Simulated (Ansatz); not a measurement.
**Is this ScAl5 structure a true minimum?**

The cell was found from a structure generator's guess, not taken from experiment.

Level of theory: DFT PBE, scalar-relativistic, plane waves, PAW (Ansatz 0.2.0). Plane waves to 420 eV, a k mesh through Γ of 10×10×10 on the computed 6-atom cell and Gaussian smearing (0.10 eV); no spin polarisation.

The cell below (6 atoms, space group Cmmm (No. 65)) is relaxed within its symmetry.

```
CELL_PARAMETERS angstrom
2.04129 -6.16605 0.00000
2.04129 6.16605 0.00000
0.00000 0.00000 4.09543
ATOMIC_POSITIONS crystal
Sc 0.50000 0.50000 0.50000
Al 0.00000 0.00000 0.00000
Al 0.33010 0.66990 0.00000
Al 0.66990 0.33010 0.00000
Al 0.83078 0.16922 0.50000
Al 0.16922 0.83078 0.50000
```

For the test a repeat of it with 12 atoms (edges 4.10, 6.50, 8.17 Å) was strained at random (σ = 1.5 % a component), the atoms were moved at random (σ = 0.10 Å), and all was relaxed again on a coarse 6×4×4 mesh (in the run’s order of axes) with 0.20 eV smearing, with no symmetry imposed.

Question: Does it come back?

Answer: It returns, within 1 meV/atom of the unmoved cell on that mesh and with the same symmetry when read at 0.1 Å (P2/m at 0.01 Å, so small strains and shifts remain). No instability shows in this cell; modes of other wave vectors, which need another repeat, aren't tested.
